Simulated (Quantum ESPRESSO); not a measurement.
# AlZn2S3Cl: one run as intended and one with a planted mistake

Computed values, not a measurement. The program is pw.x of Quantum ESPRESSO 7.5 (plane-wave density functional theory). The cell is made up: 7 atoms on a zincblende/diamond lattice with one site empty, with randomly drawn elements, strain and displacements, not relaxed. PseudoDojo standard norm-conserving files (v0.5 for PBE, v0.4.1 for LDA and PBEsol) set the functional; there is no spin polarisation, spin-orbit coupling or dispersion term, and the masses in the input are unused placeholders.

Intended input:

```
&control calculation='scf', pseudo_dir='./dojo.nc.sr.pbe.v0_5.standard.upf', outdir='./o', disk_io='medium', tprnfor=.true., tstress=.true. /
&system ibrav=0, nat=7, ntyp=4, nbnd=40, ecutwfc=84.00895049, nosym=.true., tot_charge=0,
 occupations='smearing', smearing='fd', degauss=0.0018374661
/
&electrons conv_thr=7.350e-09, electron_maxstep=60, /
ATOMIC_SPECIES
Al 1.0 Al.upf
Cl 1.0 Cl.upf
S 1.0 S.upf
Zn 1.0 Zn.upf
CELL_PARAMETERS angstrom
5.4619 0.0 0.0
0.0 5.4619 0.0
0.0 0.0 5.4619
ATOMIC_POSITIONS angstrom
Al 0.1334 0.0886 0.1331
Zn 0.0985 2.69 2.7494
Zn 2.7499 -0.0697 2.7675
S 1.2709 1.4439 1.4211
S 1.3873 4.0034 4.2005
S 4.0486 1.4597 4.0601
Cl 4.176 3.9751 1.4503
K_POINTS automatic
4 4 4 1 1 1
```

The log is shortened where brackets say so; the opening notice, blank lines, dates and the lines on written files are dropped, and the path of the files is cut. It prints rydbergs, bohrs and kilobars, and counts compression as positive stress. Where no state is partly filled, the Fermi energy that it prints is only some level between the filled and the empty states on the mesh, and need not lie in the true gap.

Log of the intended run:

```
     Program PWSCF v.7.5
     Parallel version (MPI & OpenMP), running on       1 processor cores
     Number of MPI processes:                 1
     Threads/MPI process:                     1
     [start-up lines left out]
     bravais-lattice index     =            0
     lattice parameter (alat)  =      10.3215  a.u.
     unit-cell volume          =    1099.5825 (a.u.)^3
     number of atoms/cell      =            7
     number of atomic types    =            4
     number of electrons       =        68.00
     number of Kohn-Sham states=           40
     kinetic-energy cutoff     =      84.0090  Ry
     charge density cutoff     =     336.0358  Ry
     scf convergence threshold =      7.3E-09
     mixing beta               =       0.7000
     number of iterations used =            8  plain     mixing
     Exchange-correlation= PBE
                           (   1   4   3   4   0   0   0)
     [axes and pseudopotential details left out]
   Cartesian axes
     site n.     atom                  positions (alat units)
         1        Al     tau(   1) = (   0.0244237   0.0162215   0.0243688  )
         2        Zn     tau(   2) = (   0.0180340   0.4925026   0.5033779  )
         3        Zn     tau(   3) = (   0.5034695  -0.0127611   0.5066918  )
         4        S      tau(   4) = (   0.2326846   0.2643586   0.2601842  )
         5        S      tau(   5) = (   0.2539959   0.7329684   0.7690547  )
         6        S      tau(   6) = (   0.7412439   0.2672513   0.7433494  )
         7        Cl     tau(   7) = (   0.7645691   0.7277870   0.2655303  )
     number of k points=    32  Fermi-Dirac smearing, width (Ry)=  0.0018
                       cart. coord. in units 2pi/alat
        k(    1) = (   0.1250000   0.1250000   0.1250000), wk =   0.0625000
        k(    2) = (   0.1250000   0.1250000   0.3750000), wk =   0.0625000
     [further k points left out]
     Dense  grid:   114425 G-vectors     FFT dimensions: (  64,  64,  64)
     Estimated max dynamical RAM per process >     153.43 MB
     Initial potential from superposition of free atoms
     starting charge      67.9972, renormalised to      68.0000
     Starting wfcs are   40 randomized atomic wfcs
     total cpu time spent up to now is       20.2 secs
     per-process dynamical memory:   111.8 Mb
     Self-consistent Calculation
     iteration #  1     ecut=    84.01 Ry     beta= 0.70
     Davidson diagonalization with overlap
     ethr =  1.00E-02,  avg # of iterations =  4.2
     Threshold (ethr) on eigenvalues was too large:
     Diagonalizing with lowered threshold
     Davidson diagonalization with overlap
     ethr =  7.10E-04,  avg # of iterations =  1.1
     total cpu time spent up to now is      124.5 secs
     total energy              =    -939.82384730 Ry
     estimated scf accuracy    <       0.46653297 Ry
     iteration #  2     ecut=    84.01 Ry     beta= 0.70
     Davidson diagonalization with overlap
     ethr =  6.86E-04,  avg # of iterations =  3.8
     total cpu time spent up to now is      180.9 secs
     total energy              =    -939.94365492 Ry
     estimated scf accuracy    <       0.31934807 Ry
     [iterations 3 to 8 left out]
     iteration #  9     ecut=    84.01 Ry     beta= 0.70
     Davidson diagonalization with overlap
     ethr =  1.84E-10,  avg # of iterations =  2.8
     total cpu time spent up to now is      511.4 secs
     total energy              =    -940.01322859 Ry
     estimated scf accuracy    <       0.00000002 Ry
     iteration # 10     ecut=    84.01 Ry     beta= 0.70
     Davidson diagonalization with overlap
     ethr =  3.31E-11,  avg # of iterations =  2.6
     total cpu time spent up to now is      557.8 secs
     End of self-consistent calculation
     [lines on levels left out]
     the Fermi energy is     5.7598 ev
!    total energy              =    -940.01322860 Ry
     estimated scf accuracy    <          2.1E-09 Ry
     smearing contrib. (-TS)   =       0.00000000 Ry
     internal energy E=F+TS    =    -940.01322860 Ry
     The total energy is F=E-TS. E is the sum of the following terms:
     one-electron contribution =    -883.68930506 Ry
     hartree contribution      =     454.00355884 Ry
     xc contribution           =    -119.73269221 Ry
     ewald contribution        =    -390.59479017 Ry
     convergence has been achieved in  10 iterations
     Forces acting on atoms (cartesian axes, Ry/au):
     atom    1 type  1   force =    -0.02523629   -0.00625673   -0.08085522
     atom    2 type  4   force =    -0.01122720   -0.00293343    0.06853632
     atom    3 type  4   force =    -0.02135499    0.02847235    0.03615942
     atom    4 type  3   force =     0.05629750   -0.04748872   -0.03043576
     atom    5 type  3   force =    -0.00792338    0.03737914    0.01534924
     atom    6 type  3   force =     0.01767074   -0.04673065    0.03356710
     atom    7 type  2   force =    -0.00822638    0.03755803   -0.04232110
     Total force =     0.171925     Total SCF correction =     0.000187
     Computing stress (Cartesian axis) and pressure
          total   stress  (Ry/bohr**3)                   (kbar)     P=      -22.09
  -0.00008120  -0.00004281  -0.00006980          -11.95       -6.30      -10.27
  -0.00004281  -0.00019134   0.00006217           -6.30      -28.15        9.14
  -0.00006980   0.00006217  -0.00017804          -10.27        9.14      -26.19
     init_run     :     19.58s CPU     19.93s WALL (       1 calls)
     electrons    :    525.06s CPU    537.63s WALL (       1 calls)
     forces       :      6.48s CPU      6.57s WALL (       1 calls)
     stress       :     23.42s CPU     23.54s WALL (       1 calls)
     [timing details left out]
     PWSCF        :   9m34.95s CPU   9m48.45s WALL
     JOB DONE.
```

A second run has one planted mistake: the smearing is too wide. The input lines that differ, file-writing options aside:

```
- &system ibrav=0, nat=7, ntyp=4, nbnd=40, ecutwfc=84.00895049, nosym=.true., tot_charge=0,
+ &system ibrav=0, nat=7, ntyp=4, nbnd=58, ecutwfc=84.00895049, nosym=.true., tot_charge=0,
-  occupations='smearing', smearing='fd', degauss=0.0018374661
+  occupations='smearing', smearing='fd', degauss=0.0602688884
```

Its log:

```
     Program PWSCF v.7.5
     Parallel version (MPI & OpenMP), running on       1 processor cores
     Number of MPI processes:                 1
     Threads/MPI process:                     1
     [start-up lines left out]
     bravais-lattice index     =            0
     lattice parameter (alat)  =      10.3215  a.u.
     unit-cell volume          =    1099.5825 (a.u.)^3
     number of atoms/cell      =            7
     number of atomic types    =            4
     number of electrons       =        68.00
     number of Kohn-Sham states=           58
     kinetic-energy cutoff     =      84.0090  Ry
     charge density cutoff     =     336.0358  Ry
     scf convergence threshold =      7.3E-09
     mixing beta               =       0.7000
     number of iterations used =            8  plain     mixing
     Exchange-correlation= PBE
                           (   1   4   3   4   0   0   0)
     [axes and pseudopotential details left out]
   Cartesian axes
     site n.     atom                  positions (alat units)
         1        Al     tau(   1) = (   0.0244237   0.0162215   0.0243688  )
         2        Zn     tau(   2) = (   0.0180340   0.4925026   0.5033779  )
         3        Zn     tau(   3) = (   0.5034695  -0.0127611   0.5066918  )
         4        S      tau(   4) = (   0.2326846   0.2643586   0.2601842  )
         5        S      tau(   5) = (   0.2539959   0.7329684   0.7690547  )
         6        S      tau(   6) = (   0.7412439   0.2672513   0.7433494  )
         7        Cl     tau(   7) = (   0.7645691   0.7277870   0.2655303  )
     number of k points=    32  Fermi-Dirac smearing, width (Ry)=  0.0603
                       cart. coord. in units 2pi/alat
        k(    1) = (   0.1250000   0.1250000   0.1250000), wk =   0.0625000
        k(    2) = (   0.1250000   0.1250000   0.3750000), wk =   0.0625000
     [further k points left out]
     Dense  grid:   114425 G-vectors     FFT dimensions: (  64,  64,  64)
     Estimated max dynamical RAM per process >     173.43 MB
     Initial potential from superposition of free atoms
     starting charge      67.9972, renormalised to      68.0000
     Starting wfcs are   40 randomized atomic wfcs +   18 random wfcs
     total cpu time spent up to now is       23.3 secs
     per-process dynamical memory:    89.4 Mb
     Self-consistent Calculation
     iteration #  1     ecut=    84.01 Ry     beta= 0.70
     Davidson diagonalization with overlap
     ethr =  1.00E-02,  avg # of iterations =  7.7
     Threshold (ethr) on eigenvalues was too large:
     Diagonalizing with lowered threshold
     Davidson diagonalization with overlap
     ethr =  6.20E-04,  avg # of iterations =  1.9
     total cpu time spent up to now is      174.1 secs
     total energy              =    -939.90579765 Ry
     estimated scf accuracy    <       0.42101610 Ry
     iteration #  2     ecut=    84.01 Ry     beta= 0.70
     Davidson diagonalization with overlap
     ethr =  6.19E-04,  avg # of iterations =  4.0
     total cpu time spent up to now is      251.7 secs
     total energy              =    -939.99545320 Ry
     estimated scf accuracy    <       0.40575486 Ry
     [iterations 3 to 9 left out]
     iteration # 10     ecut=    84.01 Ry     beta= 0.70
     Davidson diagonalization with overlap
     ethr =  2.20E-10,  avg # of iterations =  2.8
     total cpu time spent up to now is      794.3 secs
     total energy              =    -940.08708860 Ry
     estimated scf accuracy    <       0.00000001 Ry
     iteration # 11     ecut=    84.01 Ry     beta= 0.70
     Davidson diagonalization with overlap
     ethr =  1.52E-11,  avg # of iterations =  3.8
     total cpu time spent up to now is      855.8 secs
     End of self-consistent calculation
     [lines on levels left out]
     the Fermi energy is     5.9470 ev
!    total energy              =    -940.08708860 Ry
     estimated scf accuracy    <          1.9E-09 Ry
     smearing contrib. (-TS)   =      -0.25688582 Ry
     internal energy E=F+TS    =    -939.83020278 Ry
     The total energy is F=E-TS. E is the sum of the following terms:
     one-electron contribution =    -883.38138387 Ry
     hartree contribution      =     453.82109086 Ry
     xc contribution           =    -119.67511959 Ry
     ewald contribution        =    -390.59479017 Ry
     convergence has been achieved in  11 iterations
     Forces acting on atoms (cartesian axes, Ry/au):
     atom    1 type  1   force =    -0.02705166   -0.01345321   -0.06628300
     atom    2 type  4   force =    -0.01157574    0.00264191    0.05865185
     atom    3 type  4   force =    -0.01981214    0.02146906    0.02454453
     atom    4 type  3   force =     0.05822786   -0.03297242   -0.02089658
     atom    5 type  3   force =    -0.00560576    0.03144296    0.01162785
     atom    6 type  3   force =     0.01651700   -0.03529567    0.02693365
     atom    7 type  2   force =    -0.01069955    0.02616737   -0.03457830
     Total force =     0.143707     Total SCF correction =     0.000130
     Computing stress (Cartesian axis) and pressure
          total   stress  (Ry/bohr**3)                   (kbar)     P=        0.20
   0.00003750  -0.00003003  -0.00005705            5.52       -4.42       -8.39
  -0.00003003  -0.00002848   0.00008154           -4.42       -4.19       12.00
  -0.00005705   0.00008154  -0.00000494           -8.39       12.00       -0.73
     init_run     :     22.09s CPU     23.03s WALL (       1 calls)
     electrons    :    823.33s CPU    832.54s WALL (       1 calls)
     forces       :      7.92s CPU      8.00s WALL (       1 calls)
     stress       :     27.36s CPU     27.46s WALL (       1 calls)
     [timing details left out]
     PWSCF        :  14m41.12s CPU  14m51.79s WALL
     JOB DONE.
```

|  | intended run | run with the mistake |
| --- | --- | --- |
| free energy (eV) | -12789.532 | -12790.536 |
| smearing term -TS (eV) | 0.0000 | -3.4951 |
| pressure (GPa) | -2.21 | 0.02 |
| largest force component (eV/Å) | 2.079 | 1.704 |
| largest change of a force component (eV/Å) |  | 0.375 |
| iterations | 10 | 11 |

For scale, a rerun of the intended cell at 1437 eV and a 6 x 6 x 6 mesh moved values by no more than 0.002 eV in energy, 0.02 GPa in stress and 0.002 eV/Å in force. The number of bands, nbnd, was set by rule from the electron count and the smearing, so it follows the mistake.